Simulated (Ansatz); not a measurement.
## Data sheet: LiTaO$_{3}$ (DFT)

LiTaO₃:
```
CELL_PARAMETERS angstrom
      3.91965     0.00000     0.00000
      0.00000     3.91965     0.00000
      0.00000     0.00000     3.99915
ATOMIC_POSITIONS crystal
  Ta 0.50000 0.50000 0.40862
  Li 0.00000 0.00000 0.15064
  O  0.50000 0.50000 0.86650
  O  0.50000 0.00000 0.34012
  O  0.00000 0.50000 0.34012
```

Space group P4mm (No. 99); conventional cell a = b = 3.9196 Å, c = 3.9992 Å, α = β = γ = 90.00°.

Method: the program Ansatz at the PBEsol level (PAW). Geometry: relaxed at this level of theory. Other levels are named where they apply.

Cell and energy:

| Quantity | Value |
|---|---|
| Volume per atom | 12.29 Å³ |
| Density | 6.38 g/cm³ |
| Formation energy from the elements (no fitted shifts) | -2.65 eV/atom |

Electronic structure:

| Item | Result |
|---|---|
| Band gap | 2.21 eV (indirect) |
| Valence-band maximum | at R |
| Conduction-band minimum | at Γ |
| Smallest direct gap on the standard path | 3.11 eV |
| Electron effective mass | 0.31, 0.31, 14 mₑ (principal values) |
| Electron effective mass with spin–orbit coupling | 0.32, 0.32, 10 mₑ (principal values) |
| Hole effective mass with spin–orbit coupling | 1.2, 2.1, 2.2 mₑ (principal values) |
| Gap with spin–orbit coupling | 2.19 eV |

Mechanics:

| Property | Result |
|---|---|
| Elastic constants (relaxed ions, GPa) | C11 = 353, C12 = 45.2, C13 = 98.9, C33 = 240, C44 = 46.4, C66 = 98.1 |
| Mechanical stability | stable (all eigenvalues of C positive) |
| Hill bulk and shear moduli | 158 and 77.0 GPa |
| Young's modulus | 199 GPa |
| Poisson's ratio | 0.29 |
| Debye temperature from the elastic constants | 500 K |
| Piezoelectric stress constants (proper, relaxed ions, C/m²) | e15 = e24 = 1.29, e31 = e32 = 0.05, e33 = 3.59 |

Dielectric response:

| Quantity | Value |
|---|---|
| Electronic dielectric constant ε∞ (DFPT) | 4.55 (xx = yy), 4.36 (zz) |
| Static dielectric constant ε0 (ions relaxed, cell fixed) | 39.0 (xx = yy), 15.0 (zz) |
| Born charges (a third of the trace) | Ta +7.33, Li +1.08, O -2.90 to -2.60 e |
| Largest static χ(2) component | 26 pm/V |

Phonons:

| Item | Result |
|---|---|
| Highest zone-centre frequency (without LO–TO term) | 692 cm⁻¹ |
| Zone-centre stability | no imaginary mode at Γ |

The start of the workflow was typed in or built on a structure type; neither database checked (COD, Materials Project) lists it. It is not the phase usual at ambient conditions (space group No. 161). Symmetry was held in the PBEsol relaxation. No spin polarisation was allowed. Signs of piezoelectric constants follow the polarity of the cell as given. The references are the lowest solids computed at this level, not always the standard phases (solids in place of the gases). Scalar-relativistic: spin–orbit coupling is off unless named, which matters more the heavier the elements.

Potentials: the earlier of the program's two PAW sets. The files were generated under PBE; for other functionals the program regenerates the frozen cores, and for LDA and PBEsol the local potential too.
